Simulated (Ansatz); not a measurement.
Relaxed-ion elastic tensor of CaScHO2 in space group P4/mmm (No. 123; Ca on 1d, Sc on 1a, O on 2f, H on 1b) in GPa (Voigt order), r²SCAN (plane waves, PAW; program Ansatz); density 3.19 g/cm³, 12.28 Å³ per atom.

```
 311  99.4  25.1   0.0   0.0   0.0
99.4   311  25.1   0.0   0.0   0.0
25.1  25.1   206   0.0   0.0   0.0
 0.0   0.0   0.0  41.1   0.0   0.0
 0.0   0.0   0.0   0.0  41.1   0.0
 0.0   0.0   0.0   0.0   0.0  99.6
```

Q: Is the crystal mechanically stable?

A: Yes: the smallest eigenvalue of C is 41.1 GPa.

Q: Work out the Voigt, Reuss and Hill averages.

A: K_V = 125, K_R = 115, K_H = 120; G_V = 81.6, G_R = 64.8, G_H = 73.2 GPa.

Q: Give Young's modulus, Poisson's ratio, Pugh's ratio and the universal anisotropy index.

A: E = 9KG/(3K + G) = 183 GPa; ν = 0.25; K/G = 1.64 (brittle by the Pugh limit of 1.75); A_U = 5G_V/G_R + K_V/K_R − 6 = 1.38.

Q: Estimate the sound speeds and the Debye temperature.

A: v_l = √((K + 4G/3)/ρ) = 8260 m/s, v_t = √(G/ρ) = 4790 m/s, mean 5320 m/s; Θ = (h/k)(3n/4πV)^(1/3) v_m = 686 K.

Q: How much does each axis shrink under pressure?

A: Linear compressibilities β_i = Σ_j S_ij (j = 1 to 3): x 2.2, y 2.2, z 4.3 per TPa.

The start of the workflow was typed in or built on a structure type; neither database checked (COD, Materials Project) lists it. Whether it is the stable phase at ambient conditions was not checked. Symmetry was held in the r²SCAN relaxation; its stability against distortions is not shown here. The run is not spin-polarised.

Potentials: the earlier of the program's two PAW sets. The files were generated under PBE; for other functionals the program regenerates the frozen cores, and for LDA and PBEsol the local potential too.
